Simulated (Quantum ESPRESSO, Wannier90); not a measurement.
Wannier functions of Si (P6₃/mmc, model phase)

```
begin unit_cell_cart
ang
    3.8313198051    0.0000000000    0.0000000000
   -1.9156599026    3.3180202813    0.0000000000
    0.0000000000    0.0000000000    6.3326200000
end unit_cell_cart
begin atoms_frac
Si   0.3333333333 -0.3333333333  0.0630100000
Si  -0.3333333333  0.3333333333 -0.0630100000
Si  -0.3333333333  0.3333333333 -0.4369900000
Si   0.3333333333 -0.3333333333  0.4369900000
end atoms_frac
```

Materials Project entry mp-165; symmetrised, unrelaxed at this level. This isn't the element's usual structure (diamond); take it as a model of another phase. Method: PBEsol plane waves in Quantum ESPRESSO 7.5 (PseudoDojo norm-conserving files, 29 Ry, no spin polarisation, no spin-orbit coupling), Bloch states on a 12×12×6 mesh through Γ, Wannier90 4.0.1. Density: 12×12×6 mesh, Gaussian smearing 0.01 Ry.

A tight-binding model is made by disentanglement and projection with no localisation steps (num_iter = 0), so the 16 orbitals stay atom-like: hydrogen-like Si: s;p, axes along x, y, z; frozen window up to 1.81 eV relative to the valence-band maximum. It follows pw.x to 5.8 meV rms for states up to 1.3 eV relative to the valence-band maximum. Matrix elements depend on this choice of orbitals and windows.

Problem. What are the on-site energies relative to the valence-band maximum, and how fast do the hoppings decay?

Solution. 
| atom | orbitals | energy (eV) |
|---|---|---|
| Si1 | s | -4.40 |
| Si1 | pz px py | 1.03 |
| Si2 | s | -4.40 |
| Si2 | pz px py | 1.03 |
| Si3 | s | -4.40 |
| Si3 | pz px py | 1.03 |
| Si4 | s | -4.40 |
| Si4 | pz px py | 1.03 |

```json
[
 {"distance of the centres (Å)": "2–3", "largest modulus (eV)": "2.6"},
 {"distance of the centres (Å)": "3–4", "largest modulus (eV)": "0.85"},
 {"distance of the centres (Å)": "4–5", "largest modulus (eV)": "0.27"},
 {"distance of the centres (Å)": "5–6", "largest modulus (eV)": "0.20"},
 {"distance of the centres (Å)": "6–7", "largest modulus (eV)": "0.28"},
 {"distance of the centres (Å)": "7–8", "largest modulus (eV)": "0.057"},
 {"distance of the centres (Å)": "8–9", "largest modulus (eV)": "0.060"},
 {"distance of the centres (Å)": "9–10", "largest modulus (eV)": "0.072"},
 {"distance of the centres (Å)": "10–11", "largest modulus (eV)": "0.015"},
 {"distance of the centres (Å)": "11–12", "largest modulus (eV)": "0.0062"},
 {"distance of the centres (Å)": "12–13", "largest modulus (eV)": "0.0086"}
]
```
